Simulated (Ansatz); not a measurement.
Below is a relaxed structure of Ti2W3. The cell was found from a structure generator's guess, not taken from experiment.

These are results of DFT PBE, scalar-relativistic, plane waves, PAW (Ansatz), not measurements. Cutoff 420 eV, Γ-centred mesh, Gaussian smearing, no spin polarisation.

```
Ti W
1.0
    -1.59196    1.59196    7.94162
     1.59196   -1.59196    7.94162
     1.59196    1.59196   -7.94162
Ti W
2 3
Direct
  0.90105 0.90105 0.00000
  0.09895 0.09895 0.00000
  0.70343 0.70343 0.00000
  0.29657 0.29657 0.00000
  0.50000 0.50000 0.00000
```

Formation energies are uncorrected and refer to the elements' standard structures at the same level.

Problem. Find its symmetry and describe it.

Solution. I4/mmm (No. 139), with Ti and W ordered on bcc sites. Conventional cell: a = 3.184 Å, c = 15.883 Å. Ti has 8 W at 2.75–2.80 Å, 1 W at 3.14 Å and 5 Ti at 3.14–3.18 Å; W on a site of symmetry 4mm is surrounded by 4 W at 2.69 Å, 4 Ti at 2.80 Å, 1 Ti at 3.14 Å and 5 W at 3.18–3.23 Å; W on a site of symmetry 4/mmm is surrounded by 8 Ti at 2.75 Å and 6 W at 3.18–3.23 Å.

Problem. What is its formation energy per atom?

Solution. +0.02 eV/atom. The formation energy is too near zero to say whether this cell lies below the elements.

Problem. Is it a metal?

Solution. Yes, bands cross the Fermi level on the 16×16×16 mesh.

The last run used a 16×16×16 mesh for its 5-atom cell and Gaussian smearing of 0.10 eV. For metals, differences of a few meV/atom aren't resolved. Spin–orbit coupling, which can matter for W, is left out. A structure relaxed within its symmetry needn't be a true minimum. Another cell of Ti2W3 relaxed alike, in I4/mmm, lies 13 meV/atom lower, so this cell isn't the stable form at this level.
